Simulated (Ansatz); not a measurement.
Compressing Ti$_{3}$O$_{4}$: a fit and a missing row

Ti$_{3}$O$_{4}$, I4/mmm, a = 4.124 Å, c = 8.158 Å. The structure is a Materials Project entry; whether it is the stable form wasn't checked. Ansatz: r2SCAN, PAW, 500 eV, Γ-centred 12×12×12 mesh on 7 atoms, Gaussian smearing 0.10 eV; no spin polarisation. Shape and atoms are relaxed at each volume; pressure is positive in compression.

| V (Å³/atom) | P (GPa) |
| --- | --- |
| 8.723 | ? |
| 9.020 | 26.74 |
| 9.318 | 16.37 |
| 9.615 | 7.54 |
| 9.912 | 0.01 |
| 10.210 | -6.40 |
| 10.507 | -11.88 |
| 10.904 | -17.93 |

Question: Take V0 = 9.912 Å³/atom, count pressures from its P0 = 0.01 GPa, fit the third-order Birch–Murnaghan form to the other rows, and predict the missing pressure.

Answer: With the Eulerian strain f = ½[(V0/V)^(2/3) − 1] and y = (P − P0)/[3f(1 + 2f)^(5/2)], the form is the line y = B0 + 1.5 B0 (B0′ − 4) f. Rows (f, y): 0.03244, 234.7; 0.02103, 233.9; 0.01024, 233.0; -0.00978, 229.5; -0.01906, 229.2; -0.03080, 227.6. Means f = 0.0006783, y = 231.32; Σ(Δf)² = 0.003004, ΣΔfΔy = 0.3539; the slope is their ratio. y = 231.2 + 117.8 f GPa, so B0 = 231.2 GPa and B0′ = 4 + 2 × (117.8)/(3 × 231.2) = 4.34. At V = 8.723, f = 0.04446, y = 236.44 and P = 39.03 GPa. The run gave 38.92 GPa, so the fit is 0.11 GPa too high, a small miss on the scale of the series.

Spin polarisation was left out, and a magnetic state may lie lower.